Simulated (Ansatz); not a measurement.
An Ansatz (a quantum-chemistry and plane-wave program) input:

Ansatz 0.2 input:
```yaml
crystal:
  lattice:
    - [0.0, 2.5613474172, 2.5613474172]
    - [2.5613474172, 0.0, 2.5613474172]
    - [2.5613474172, 2.5613474172, 0.0]
  atoms:
    - { symbol: Sr, position: [0.5, 0.5, 0.5] }
    - { symbol: O, position: [0.0, 0.0, 0.0] }
kpoints:
  mp_grid: { grid: [8, 8, 8] }
  band_path:
    path:
      - [[0.0, 0.0, 0.0], [0.5, 0.0, 0.5], [0.625, 0.25, 0.625]]  # Γ-X-U
      - [[0.375, 0.375, 0.75], [0.0, 0.0, 0.0], [0.5, 0.5, 0.5], [0.5, 0.25, 0.75], [0.5, 0.0, 0.5]]  # K-Γ-L-W-X
      - [VBM, CBM]
    npoints: 12
basis: { xc_grid: 2 }
hamiltonian:
  xc: pbesol
  pseudopotentials: { azcp: { folder: ./paw }, kind: paw_fr }
magnetization: { noncollinear: true, spin_orbit: true }
scf:
  n_extra_bands: 12
  convergence: { dr2_threshold: 0.0000000001 }
  occupations: { method: gaussian, width: 0.01 }
checkpoint: { write: soc.run }
output: { eigenvalues: true }
```

**Question.** How many symmetry operations and irreducible k-points will the run report?

**Answer.** 48 operations, 29 of 512 k-points.

**Question.** With a cutoff of 420 eV, how many plane waves at Γ?

**Answer.** 645.

It took roughly 19 core-seconds on shared server cores.

Space group Fm-3m (rock salt). The cell was relaxed with PBEsol under the symmetry of its start.

Potentials: the earlier of the program's two PAW sets. The files were generated under PBE; for other functionals the program regenerates the frozen cores, and for LDA and PBEsol the local potential too.

Ansatz is a plane-wave DFT program.
